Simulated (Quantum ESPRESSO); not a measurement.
## Band energies of ScF$_{3}$

```
ScF3
1.0
    2.84075     1.64011     2.31844
   -2.84075     1.64011     2.31844
    0.00000    -3.28022     2.31844
F Sc
3 1
Direct
  0.50000   0.00174   0.99826
  0.99826   0.50000   0.00174
  0.00174   0.99826   0.50000
  0.00000   0.00000   0.00000
```

PBEsol (pw.x of Quantum ESPRESSO, ONCV potentials, scalar-relativistic); path ΓPZQΓFP1Q1LZ; energies in eV from the valence-band maximum.

```csv
k (1/Å),point,band 12,band 13,band 14,band 15,band 16,band 17,band 18,band 19
0.00,Γ,-0.58,-0.58,-0.54,-0.54,-0.54,6.30,6.30,6.30
0.31,,-0.83,-0.82,-0.58,-0.57,-0.51,6.51,6.53,6.53
0.63,,-1.41,-1.40,-0.46,-0.46,-0.33,7.01,7.05,7.06
0.94,,-1.94,-1.94,-0.20,-0.20,-0.13,7.55,7.58,7.58
1.35,P,-2.23,-2.23,0.00,0.00,0.00,7.90,7.90,7.90
1.35,Z,-2.23,-2.23,0.00,0.00,0.00,7.90,7.90,7.90
1.56,,-2.13,-2.13,-0.07,-0.07,0.00,7.78,7.78,7.89
1.88,,-1.62,-1.62,-0.47,-0.47,0.00,7.38,7.38,7.87
2.29,,-1.40,-1.40,-0.67,-0.67,0.00,7.28,7.28,7.86
2.61,,-2.00,-2.00,-0.17,-0.17,0.00,7.65,7.65,7.88
2.92,Q,-2.23,-2.23,0.00,0.00,0.00,7.90,7.90,7.90
3.33,,-1.95,-1.93,-0.20,-0.20,-0.13,7.55,7.58,7.59
3.65,,-1.42,-1.39,-0.46,-0.46,-0.33,7.01,7.05,7.06
3.96,,-0.84,-0.81,-0.58,-0.58,-0.51,6.51,6.52,6.53
4.27,Γ,-0.58,-0.58,-0.54,-0.54,-0.54,6.30,6.30,6.30
4.38,,-0.59,-0.58,-0.58,-0.56,-0.55,6.32,6.32,6.34
4.71,,-0.78,-0.78,-0.74,-0.69,-0.44,6.61,6.63,6.88
5.05,,-1.01,-0.93,-0.90,-0.88,-0.16,7.02,7.04,7.56
5.38,F,-1.12,-1.12,-0.93,-0.93,0.00,7.22,7.22,7.86
5.49,,-1.30,-1.30,-0.76,-0.76,0.00,7.25,7.25,7.86
5.83,,-1.97,-1.97,-0.19,-0.19,0.00,7.62,7.62,7.88
6.16,P1,-2.23,-2.23,0.00,0.00,0.00,7.90,7.90,7.90
6.16,Q1,-2.23,-2.23,0.00,0.00,0.00,7.90,7.90,7.90
6.46,,-2.11,-2.01,-0.14,-0.10,-0.06,7.64,7.76,7.78
6.76,,-1.77,-1.41,-0.42,-0.39,-0.24,7.04,7.46,7.49
7.06,,-1.32,-0.84,-0.72,-0.56,-0.54,6.47,7.24,7.24
7.27,L,-1.14,-1.14,-0.69,-0.55,-0.54,6.34,7.19,7.19
7.45,,-1.30,-0.86,-0.70,-0.56,-0.55,6.45,7.23,7.23
7.73,,-1.71,-1.31,-0.46,-0.45,-0.28,6.95,7.42,7.45
8.00,,-2.05,-1.91,-0.20,-0.15,-0.09,7.53,7.70,7.72
8.37,Z,-2.23,-2.23,0.00,0.00,0.00,7.90,7.90,7.90
```

The PBEsol gap is indirect, 6.30 eV, from P to Γ; the smallest direct gap is 6.84 eV.

Geometry relaxed with PBEsol.
